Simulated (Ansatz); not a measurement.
# Data sheet: SiO2 (DFT)

SiO2:
```xyz
9
Lattice="4.9492 0.0000 0.0000 -2.4746 4.2861 0.0000 0.0000 0.0000 5.4419" Properties=species:S:1:pos:R:3 pbc="T T T"
Si     1.3107     2.2701     0.0000
Si     2.3279     0.0000     1.8140
Si    -1.1639     2.0160     3.6279
O      0.3004     1.7681     4.2746
O      0.7932     3.6622     0.6467
O     -1.0936     3.1420     2.4607
O      1.3810     1.1442     1.1673
O      2.7750     2.5181     4.7952
O      3.2678     0.6239     2.9812
```

Space group P3_121 (No. 152); conventional cell a = 4.949 Å, b = 4.949 Å, c = 5.442 Å, α = 90.00°, β = 90.00°, γ = 120.00°.

Method: the program Ansatz at the PBEsol level (PAW). The cell and atoms are relaxed at this level. Other levels are named where they apply.

Cell and energy:

| Item | Result |
|---|---|
| Volume per atom | 12.83 Å³ |
| Density | 2.59 g/cm³ |
| Formation energy from the elements (no fitted shifts) | -2.81 eV/atom |

Electronic structure:

| Quantity | Value |
|---|---|
| Band gap | 5.72 eV (indirect) |
| Valence-band maximum | at K |
| Conduction-band minimum | at Γ |
| Smallest direct gap on the standard path | 6.01 eV |
| Electron effective mass | 0.50 mₑ (isotropic) |
| HSE06 gap on the PBEsol cell | 7.67 eV |

Mechanics:

| Item | Value |
|---|---|
| Bulk modulus (Birch–Murnaghan fit) | 31.6 GPa |
| Pressure derivative B′ | 5.8 |
| Elastic constants (relaxed ions, GPa) | C11 = 75.7, C12 = 4.7, C13 = 8.4, C14 = -17.6, C33 = 93.0, C44 = 53.3 |
| Mechanical stability | stable (all eigenvalues of C positive) |
| Hill bulk and shear moduli | 31.7 and 39.7 GPa |
| Young's modulus | 84.0 GPa |
| Poisson's ratio | 0.06 |
| Debye temperature from the elastic constants | 542 K |
| Piezoelectric stress constants (proper, relaxed ions, C/m²) | e11 = 0.17, e12 = e26 = -0.17, e14 = -0.04, e25 = 0.04 |

Dielectric response:

| Item | Value |
|---|---|
| Electronic dielectric constant ε∞ (DFPT) | 2.49 (xx = yy), 2.52 (zz) |
| Born charges (a third of the trace) | Si +3.38, O -1.69 e |
| Largest static χ(2) component | 0.94 pm/V |

The PBEsol relaxation kept the symmetry of its start. Signs of piezoelectric constants follow the polarity of the cell as given. The references are the lowest solids computed at this level, not always the standard phases (solids in place of the gases).

Potentials: the earlier of the program's two PAW sets. The files were generated under PBE; for other functionals the program regenerates the frozen cores, and for LDA and PBEsol the local potential too.
